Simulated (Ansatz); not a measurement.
Consider the following.

GaMo$_{3}$N:
```yaml
crystal:
  lattice:
    - [4.06210, 0.00000, 0.00000]
    - [0.00000, 4.06210, 0.00000]
    - [0.00000, 0.00000, 4.06210]
  atoms:
    - { symbol: Ga, position: [0.00000, 0.00000, 0.00000] }
    - { symbol: Mo, position: [0.00000, 0.50000, 0.50000] }
    - { symbol: Mo, position: [0.50000, 0.00000, 0.50000] }
    - { symbol: Mo, position: [0.50000, 0.50000, 0.00000] }
    - { symbol: N, position: [0.50000, 0.50000, 0.50000] }
```

This is the PBEsol-relaxed structure.

Task: All from DFT-PBEsol in the program Ansatz with PAW potentials, unless another level is named. Give the Young's modulus.

Result: 322 GPa.

Task: Next, the highest zone-centre frequency?

Result: 615 cm^-1.

Space group Pm-3m (anti-perovskite). The start of the workflow was typed in or built on a structure type; neither database checked (COD, Materials Project) lists it. Its standing as an ambient phase is unchecked. The PBEsol relaxation kept the symmetry of its start; phonons show weakly imaginary modes. The workflow began spin-polarised and lost its moments. As this level gives no gap, phonon frequencies hold no LO–TO term and depend on the k-mesh and smearing (Fermi–Dirac, 0.1 eV here).

Potentials: the later of the program's two PAW sets.
